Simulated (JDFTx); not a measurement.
```yaml
surface: Ge(111)
bulk: Ge, Fd-3m, lattice of mp-32 (not re-optimised)
slab: 4 atoms in 4 planes, (1×1), 4.1 Å between the outermost planes
in-plane cell: 4.013 × 4.013 Å, 13.94 Å²
cell_height: 23.1 Å
sampling: 6×6×1 k mesh, Fermi smearing 0.003 Ha, no spin polarisation
```

Both faces carry H (1.00 monolayer).

All numbers are PBE, GBRV ultrasoft potentials, plane waves to 20/100 Ha results from a modified build of JDFTx, not measurements. Every dangling bond of both faces is capped, first by H, then by another group, relaxed in vacuum within this cell and the start's symmetry. The exchange energy is per site, for replacing H by the other cap, each cap being drawn from gas molecules at the same level (H: ½ E(H2); F: ½ E(F2)). In reaction energies these potentials put H₂ about 0.03 eV too high against large-basis PBE. Liquid: CANDLE, water, 1 M NaCl; edges there are measured from the bulk electrolyte. The edges are semilocal Kohn-Sham levels of this thin slab, taken over the k mesh, and may belong to surface states. No zero-point energy or vibrational entropy is included. Spin-orbit coupling is left out, which can move the edges for the heavier elements here.

| cap | exchange energy (eV) | valence edge, vacuum (eV) | conduction edge, vacuum (eV) | valence edge, liquid (eV) | conduction edge, liquid (eV) |
|---|---|---|---|---|---|
| H | 0 | -4.51 | -3.74 | -4.29 | -3.52 |
| F | ___ | ___ | ___ | ___ | ___ |

Question: Fill in the missing entries.

Answer: 
- F, exchange energy (eV): -2.88
- F, valence edge, vacuum (eV): -7.06
- F, conduction edge, vacuum (eV): -6.61
- F, valence edge, liquid (eV): -6.87
- F, conduction edge, liquid (eV): -6.41
